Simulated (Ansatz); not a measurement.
Level: r2SCAN, no spin polarisation; 500 eV; 6×6×6 Γ-centred mesh; fermi-dirac occupations (width 0.0358 eV); Ansatz 0.2.0, fixed geometry.

Computed maps in the lattice plane spanned by b (left to right, 5.35 Å, 16 points from zero) and c (bottom to top, 5.35 Å, 16 points from zero), 90° apart, at height 0.500 along a. The fields are smooth PAW ones with compensation charges, not the true ones near nuclei.

Valence density. Digits on a logarithmic scale: 0 up to 0.03 e/Å³, each further digit a factor of 1.6, 9 from 1.3 e/Å³ up:
```
7886458999854688
8875335898533578
7653223454322356
4432112343211234
5532124555421235
9853246888642358
9984358999853489
9995458999854599
9984358999853489
9853246888642358
5532124555421235
4432112343211234
7653223454322356
8875335898533578
7886458999854688
3787459999954787
```

ELF. Ten even steps from '0' (0.00) to '9' (1.00):
```
0287117878711782
7886105787501688
7763001232100367
1110000000000011
2100012222210001
7751023323320157
7872023101320278
4783022090220387
7872023101320278
7751023323320157
2100012222210001
1110000000000011
7763001232100367
7886105787501688
0287117878711782
0077127747721770
```

The cell is GaBr3F3. Which atoms lie within 0.2 Å of this plane, and where (fractions of b and c)?

F at (0.50, 0.00), F at (0.00, 0.50), Ga at (0.50, 0.50), Br at (0.00, 0.00). The whole cell:
```yaml
crystal:
  lattice:
    - [5.35367, 0.00000, 0.00000]
    - [0.00000, 5.35367, 0.00000]
    - [0.00000, 0.00000, 5.35367]
  atoms:
    - { symbol: F, position: [0.50000, 0.50000, 0.00000] }
    - { symbol: F, position: [0.00000, 0.50000, 0.50000] }
    - { symbol: F, position: [0.50000, 0.00000, 0.50000] }
    - { symbol: Ga, position: [0.50000, 0.50000, 0.50000] }
    - { symbol: Br, position: [0.50000, 0.00000, 0.00000] }
    - { symbol: Br, position: [0.00000, 0.50000, 0.00000] }
    - { symbol: Br, position: [0.00000, 0.00000, 0.50000] }
```

Origin: a known structure type with other elements, at an estimated volume, so it need not be a known compound. Caveats: many states at the Fermi level without spin polarisation, so a magnetic state may lie lower.
